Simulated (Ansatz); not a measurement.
Sb (A7 (α-As type), space group No. 166) under volume change, r²SCAN+D4 in the plane-wave PAW code Ansatz, shape and atoms relaxed at each volume.

| V (Å³/atom) | E − E(relaxed) (meV/atom) | P (GPa) |
|---|---|---|
| 28.046 | 34.1 | 4.33 |
| 28.971 | 14.1 | 2.68 |
| 29.895 | 3.2 | 1.16 |
| 30.820 | 0.0 | 0.00 |
| 31.744 | 2.7 | -0.90 |
| 32.669 | 9.9 | -1.54 |
| 33.594 | 20.0 | -1.93 |

### Question
What does a third-order Birch–Murnaghan fit give for V₀, B₀ and B′?

### Answer
V₀ = 30.84 Å³/atom, B₀ = 32.5 GPa, B′ = 7.6.

Space group R-3m (A7 (α-As type)). Symmetry was held in the r²SCAN+D4 relaxation. Spin–orbit coupling is left out wherever it is not named.

Potentials: the later of the program's two PAW sets.
